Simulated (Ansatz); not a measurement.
## The polar optical mode of GaN at 6 GPa, worked through

Theory: Ansatz, DFT LDA, scalar-relativistic, plane waves, PAW. Cutoff 420 eV, 10×10×10 k-points (Γ-centred), fixed occupations. No spin polarisation. Phonons by linear response, acoustic sum rule imposed.

The cell, relaxed at 6 GPa:
```cif
data_structure
_symmetry_space_group_name_H-M 'F-43m'
_symmetry_Int_Tables_number 216
_cell_length_a 4.4141
_cell_length_b 4.4141
_cell_length_c 4.4141
_cell_angle_alpha 90.000
_cell_angle_beta 90.000
_cell_angle_gamma 90.000
_cell_volume 86.01
loop_
_atom_site_label
_atom_site_type_symbol
_atom_site_symmetry_multiplicity
_atom_site_Wyckoff_symbol
_atom_site_fract_x
_atom_site_fract_y
_atom_site_fract_z
_atom_site_occupancy
Ga1 Ga 4 a 0.00000 0.00000 0.00000 1
N1 N 4 c 0.25000 0.25000 0.25000 1
```

Other phases may be more stable at this pressure. The run warned that the force constants aren't converged on this k mesh, so the frequencies and all that is formed from them are rough.

Linear response gives ν_TO = 576.5 cm⁻¹, Born charges ±2.620 e (positive on Ga) and ε∞ = 5.628. The primitive cell holds 21.502 Å³, and the masses are 69.723 and 14.007 amu.

Question: Find ν_LO and the static dielectric constant.

Answer: The long-wave field adds a restoring force: ω_LO² − ω_TO² = Z*²e²/(ε_vac ε∞ μV). In these units ν_LO² − ν_TO² = 4.92064×10⁷ Z*²/(μ V ε∞) cm⁻², with μ = m₁m₂/(m₁ + m₂) = 11.664 amu: 239263 cm⁻². So ν_LO = √(576.5² + 239263) = 756.0 cm⁻¹, and the run gives 756.0. Lyddane–Sachs–Teller then gives ε0 = ε∞ (ν_LO/ν_TO)² = 9.68, against 9.68 in the run (it forms both from the same three quantities, so the match checks the arithmetic only). Between ν_TO and ν_LO the dielectric function is negative and an undamped crystal reflects fully: a reststrahlen band from 13.2 to 17.3 μm.

Question: What do the Clausius–Mossotti polarisability and the Szigeti charge come to?

Answer: With the Lorentz local field, α = (3V/4π)(ε∞ − 1)/(ε∞ + 2) = 3.11 Å³ for the pair, and e_S = 3Z*/(ε∞ + 2) = 1.03 e. The Born charge includes the electrons' response to the dipole's own local field, and e_S takes that enhancement out. The Lorentz field assumes point-like polarisable ions, a poor picture once ε∞ is this large, since the electron clouds then overlap or are shared, so both numbers are formal here.

Question: How strongly does a slow electron couple to the LO mode?

Answer: For one isotropic parabolic band, Fröhlich's constant is α_F = (1/ε∞ − 1/ε0) √(m* Ry/ħω_LO), with Ry = 13.606 eV, ħω_LO = 93.7 meV and m* in free-electron masses: α_F = 0.0744 × 12.05 × √m* = 0.90 √m*. The band mass isn't part of this run; for m* = 0.1, 0.3 and 1 it gives 0.28, 0.49, 0.90. In weak coupling the polaron lies α_F ħω_LO below the band edge (46 meV at m* = 0.3) with a mass m*(1 + α_F/6); past α_F of about 5 or 6 that expansion fails. A semilocal functional's ε∞ tends to be too large, which taken alone lowers α_F.

This zinc-blende form isn't the usual stable structure of the compound at low pressure.

Cost: 1 run of about 0.86 core-minutes, on Arm Neoverse V1 (shared hosts).